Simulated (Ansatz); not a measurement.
**Property card for Ti**

Ti:
```xyz
1
Lattice="0.0000 2.0279 2.0279 2.0279 0.0000 2.0279 2.0279 2.0279 0.0000" Properties=species:S:1:pos:R:3 pbc="T T T"
Ti     0.0000     0.0000     0.0000
```

Space group Fm-3m (No. 225), fcc (Cu type); conventional cell a = b = c = 4.056 Å, α = β = γ = 90.00°.

Method: PBEsol (plane waves, PAW; program Ansatz). Geometry: relaxed at this level of theory. Other levels are named where they apply.

### Cell and energy

```json
{
  "volume_per_atom": "16.68 Å³",
  "density": "4.77 g/cm³"
}
```

### Electronic structure

```json
{
 "electronic_character": "metallic (no gap)",
 "Density of states at the Fermi level": "1.7 states/eV per atom (mean over ±0.08 eV)"
}
```

### Mechanics

```json
{
 "Bulk modulus (Birch–Murnaghan fit)": "114 GPa",
 "Pressure derivative B′": "3.4",
 "Elastic constants (relaxed ions, GPa)": "C11 = 133, C12 = 106, C44 = 61.5",
 "mechanical_stability": "stable (all eigenvalues of C positive)",
 "hill_bulk_and_shear_moduli": "115 and 34.1 GPa",
 "Young's modulus": "93.1 GPa",
 "Poisson's ratio": "0.36",
 "debye_temperature_from_the_elastic_constants": "351 K"
}
```

The workflow started from an entry of the Crystallography Open Database (COD), which files this formula under 3 space groups. It is not the phase usual at ambient conditions (space group No. 194). Symmetry was held in the PBEsol relaxation; whether a distortion lowers the energy is not shown. No spin polarisation was allowed. As this level gives no gap, shear constants depend on the k-mesh and smearing (Fermi–Dirac, 0.1 eV here).

Potentials: the later of the program's two PAW sets.
